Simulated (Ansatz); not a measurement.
SrTiO3:
```cif
data_O3SrTi
_chemical_formula_sum 'Sr1 Ti1 O3'
_space_group_name_H-M_alt 'P 1'
_space_group_IT_number 1
_cell_length_a 3.89143
_cell_length_b 3.89143
_cell_length_c 3.89143
_cell_angle_alpha 90.000
_cell_angle_beta 90.000
_cell_angle_gamma 90.000
loop_
_space_group_symop_operation_xyz
  'x, y, z'
loop_
_atom_site_label
_atom_site_type_symbol
_atom_site_fract_x
_atom_site_fract_y
_atom_site_fract_z
_atom_site_occupancy
Sr1 Sr 0.00000 0.00000 0.00000 1
Ti1 Ti 0.50000 0.50000 0.50000 1
O1 O 0.50000 0.00000 0.50000 1
O2 O 0.00000 0.50000 0.50000 1
O3 O 0.50000 0.50000 0.00000 1
```

Relaxed with PBEsol.

### Question
Decompose the optical modes at the zone centre into irreducible representations, and say which are infrared and Raman allowed.

### Answer
Point group m-3m: Γ_opt = 3T1u + T2u. Infrared: T1u. Raman: none.

### Question
Assign frequencies (DFPT, plane-wave PAW PBEsol (Ansatz code); without the LO–TO term).

### Answer
T1u 78i, T1u 156, T2u 228, T1u 534 cm⁻¹.

Space group Pm-3m (cubic perovskite). The cell was relaxed with PBEsol under the symmetry of its start. At this level the phase is dynamically unstable (imaginary phonons). No spin polarisation was allowed.

Potentials: the earlier of the program's two PAW sets.
